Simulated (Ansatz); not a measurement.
NiBi3:
```xyz
4
Lattice="4.7045 0.0000 0.0000 0.0000 4.7045 0.0000 0.0000 0.0000 4.7045" Properties=species:S:1:pos:R:3 pbc="T T T"
Bi     0.0000     2.3523     2.3523
Bi     2.3523     2.3523     0.0000
Bi     2.3523     0.0000     2.3523
Ni     0.0000     0.0000     0.0000
```

Relaxed with r²SCAN. Special points in fractions of this cell's reciprocal vectors: Γ (0.000, 0.000, 0.000); X (0.000, 0.500, 0.000); M (0.500, 0.500, 0.000); R (0.500, 0.500, 0.500).

List the band energies nearest the Fermi level at these points for DFT-r²SCAN in the program Ansatz with PAW potentials.

In eV from the Fermi level; about four levels below and three above (degenerate sets whole), none deeper than 8.9 eV; points with the same levels are listed once.

```json
[
 {"k": "Γ", "below": "-1.00 -1.00 -1.00 -0.97 -0.97 -0.43", "above": "1.09 1.09 1.09"},
 {"k": "X", "below": "-0.90 -0.60 -0.60 -0.49", "above": "0.66 3.27 3.27"},
 {"k": "M", "below": "-1.05 -1.05 -0.97 -0.96 -0.84", "above": "0.47 0.47 2.63"},
 {"k": "R", "below": "-0.90 -0.90 -0.82 -0.82 -0.82", "above": "4.61 4.61 5.18 5.18 5.18"}
]
```

Space group Pm-3m (Cu3Au type). The cell is a constructed one: a structure type filled with these elements; neither database checked (COD, Materials Project) lists it. Whether it is the stable phase at ambient conditions was not checked. The cell was relaxed with r²SCAN under the symmetry of its start; its stability against distortions is not shown here. The workflow began spin-polarised and lost its moments. The cell computed holds one magnetic atom, so no antiferromagnetic order was within reach. Spin–orbit coupling is left out wherever it is not named.

Potentials: the earlier of the program's two PAW sets.
